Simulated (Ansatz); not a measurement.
## NiS: a fit and a missing row

NiS, P6_3/mmc, a = 3.405 Å, c = 5.074 Å. The structure is a COD entry; whether it is the stable form wasn't checked. Ansatz: PBEsol, PAW, 420 eV, Γ-centred 12×12×8 mesh on 4 atoms, Gaussian smearing 0.10 eV; no spin polarisation. Shape and atoms are relaxed at each volume; pressure is positive in compression.

```
V (Å³/atom) P (GPa)
     11.975    11.46
     12.357     5.24
     12.739     0.00
     13.121        ?
     13.503    -8.13
```

Problem. Take V0 = 12.739 Å³/atom, fit the third-order Birch–Murnaghan form to the other rows, and predict the missing pressure.

Solution. With the Eulerian strain f = ½[(V0/V)^(2/3) − 1] and y = P/[3f(1 + 2f)^(5/2)], the form is the line y = B0 + 1.5 B0 (B0′ − 4) f. Rows (f, y): 0.02105, 163.7; 0.01025, 162.0; -0.01904, 156.8. Means f = 0.004087, y = 160.83; Σ(Δf)² = 0.0008606, ΣΔfΔy = 0.1491; the slope is their ratio. y = 160.1 + 173.3 f GPa, so B0 = 160.1 GPa and B0′ = 4 + 2 × (173.3)/(3 × 160.1) = 4.72. At V = 13.121, f = -0.00975, y = 158.41 and P = -4.41 GPa. The run gave -4.41 GPa, the same to the digits shown.

Spin polarisation was left out, and a magnetic state may lie lower.